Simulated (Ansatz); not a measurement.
Starting cell, TiB$_{2}$ (AlB2 type, space group P6/mmm):

```yaml
crystal:
  lattice:
    - [3.02469, 0.00000, 0.00000]
    - [-1.51235, 2.61946, 0.00000]
    - [0.00000, 0.00000, 3.22263]
  atoms:
    - { symbol: Ti, position: [0.00000, 0.00000, 0.00000] }
    - { symbol: B, position: [0.33333, 0.66667, 0.50000] }
    - { symbol: B, position: [0.66667, 0.33333, 0.50000] }
```

In this cell atom 3 (B, nearest neighbour B at 1.746 Å; its periodic images, 3.0 Å or more away, move with it) is moved by s along Cartesian [110], unit vector (0.707, 0.707, 0.000); all other atoms and the cell stay fixed.

Method: r2SCAN (plane waves to 500 eV, PAW, scalar-relativistic; Ansatz, a quantum-chemistry and plane-wave program). k mesh 14×14×12 (Γ-centred), Fermi-Dirac smearing 0.05 eV. Energies are smeared free energies. Left out: 1 of 11 points, with atoms too close for the PAW data. With partly filled bands, energies and forces of such displacements shift with the k mesh and the smearing. TiB2 is run without spin polarisation. TiB2 was relaxed with its symmetry unable to fall. The zero of ΔE is the undisplaced structure.

Successive frames, forces in eV/Å:

```json
[
 {"frame": "s = -0.416 Å", "ΔE (meV/cell)": "1498", "F on Ti1": "(-2.767, -2.047, 0.000)", "F on B2": "(-0.247, -4.686, 0.000)", "F on B3": "(3.014, 6.732, 0.000)"},
 {"frame": "s = -0.312 Å", "ΔE (meV/cell)": "861", "F on Ti1": "(-2.016, -1.589, 0.000)", "F on B2": "(-0.749, -3.190, 0.000)", "F on B3": "(2.765, 4.778, 0.000)"},
 {"frame": "s = -0.208 Å", "ΔE (meV/cell)": "392", "F on Ti1": "(-1.276, -1.073, 0.000)", "F on B2": "(-0.895, -1.942, 0.000)", "F on B3": "(2.172, 3.014, 0.000)"}
]
```

What are the energy and the forces in the next frame, s = -0.104 Å?

ΔE (meV/cell) = 101.

```json
[
 {"atom": "Ti1", "Fx": "-0.593", "Fy": "-0.540", "Fz": "0.000"},
 {"atom": "B2", "Fx": "-0.657", "Fy": "-0.908", "Fz": "0.000"},
 {"atom": "B3", "Fx": "1.251", "Fy": "1.448", "Fz": "0.000"}
]
```

(A displaced cell: forces are minus the slopes of the energy, force constants its curvatures, and phonons follow from these.)
